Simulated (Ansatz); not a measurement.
Te:
```cif
data_Te3
_chemical_formula_sum 'Te3'
_space_group_name_H-M_alt 'P3121'
_space_group_IT_number 152
_space_group_name_Hall 'P 31 2"'
_cell_length_a 4.51744
_cell_length_b 4.51744
_cell_length_c 5.92296
_cell_angle_alpha 90.000
_cell_angle_beta 90.000
_cell_angle_gamma 120.000
loop_
_atom_site_label
_atom_site_type_symbol
_atom_site_symmetry_multiplicity
_atom_site_Wyckoff_symbol
_atom_site_fract_x
_atom_site_fract_y
_atom_site_fract_z
_atom_site_occupancy
Te1 Te 3 a 0.73927 0.73927 0.00000 1
```

Relaxed with r²SCAN+D4.

Task: Which orbitals make up the states near the band edges in DFT-r²SCAN+D4 in the program Ansatz with PAW potentials?

Result: Top 1 eV of the valence band: Te 5p 93 %. Bottom 1 eV of the conduction band: Te 5p 90 %, Te 5s 5 %. Projections are on Löwdin-orthogonalised atomic valence shells; empty p or d shells of many metals are not among them.

Task: Tabulate the density of states.

Result: States/eV per cell of 3 atoms, in 0.25 eV bins, energy from the valence-band maximum.

| E (eV) | total | Te 5p | Te 5s |
|---|---|---|---|
| -7.89 | 0.00 | 0.00 | 0.00 |
| -7.64 | 0.00 | 0.00 | 0.00 |
| -7.39 | 0.00 | 0.00 | 0.00 |
| -7.14 | 0.00 | 0.00 | 0.00 |
| -6.89 | 0.00 | 0.00 | 0.00 |
| -6.64 | 0.00 | 0.00 | 0.00 |
| -6.39 | 0.00 | 0.00 | 0.00 |
| -6.14 | 0.00 | 0.00 | 0.00 |
| -5.89 | 0.00 | 0.00 | 0.00 |
| -5.64 | 0.29 | 0.29 | 0.00 |
| -5.39 | 1.23 | 1.20 | 0.02 |
| -5.14 | 1.74 | 1.69 | 0.04 |
| -4.89 | 2.71 | 2.65 | 0.05 |
| -4.64 | 3.54 | 3.44 | 0.08 |
| -4.39 | 2.69 | 2.58 | 0.09 |
| -4.14 | 2.18 | 2.07 | 0.09 |
| -3.89 | 1.68 | 1.58 | 0.09 |
| -3.64 | 3.08 | 2.90 | 0.16 |
| -3.39 | 2.50 | 2.34 | 0.14 |
| -3.14 | 1.87 | 1.75 | 0.11 |
| -2.89 | 1.64 | 1.52 | 0.10 |
| -2.64 | 1.25 | 1.17 | 0.07 |
| -2.39 | 1.42 | 1.33 | 0.08 |
| -2.14 | 2.31 | 2.17 | 0.11 |
| -1.89 | 2.54 | 2.38 | 0.12 |
| -1.64 | 3.26 | 3.06 | 0.15 |
| -1.39 | 2.97 | 2.78 | 0.14 |
| -1.14 | 3.40 | 3.19 | 0.16 |
| -0.89 | 2.74 | 2.58 | 0.12 |
| -0.64 | 1.71 | 1.59 | 0.09 |
| -0.39 | 1.02 | 0.94 | 0.06 |
| -0.14 | 0.21 | 0.20 | 0.01 |
| 0.11 | 0.00 | 0.00 | 0.00 |
| 0.36 | 0.00 | 0.00 | 0.00 |
| 0.61 | 0.00 | 0.00 | 0.00 |
| 0.86 | 1.24 | 1.11 | 0.07 |
| 1.11 | 3.73 | 3.35 | 0.21 |
| 1.36 | 2.93 | 2.63 | 0.14 |
| 1.61 | 2.70 | 2.46 | 0.09 |
| 1.86 | 3.25 | 2.98 | 0.08 |
| 2.11 | 2.80 | 2.57 | 0.06 |
| 2.36 | 2.14 | 1.97 | 0.04 |
| 2.61 | 2.09 | 1.92 | 0.03 |
| 2.86 | 1.18 | 1.09 | 0.02 |
| 3.11 | 0.91 | 0.85 | 0.01 |
| 3.36 | 0.67 | 0.61 | 0.01 |
| 3.61 | 0.37 | 0.28 | 0.00 |
| 3.86 | 0.41 | 0.10 | 0.00 |
| 4.11 | 0.61 | 0.06 | 0.00 |
| 4.36 | 0.91 | 0.07 | 0.00 |
| 4.61 | 1.53 | 0.09 | 0.00 |
| 4.86 | 2.10 | 0.11 | 0.00 |
| 5.11 | 1.88 | 0.07 | 0.00 |

Space group P3_121 (trigonal Se type). The cell was relaxed with r²SCAN+D4 under the symmetry of its start. Spin–orbit coupling is left out wherever it is not named.

Potentials: the later of the program's two PAW sets.
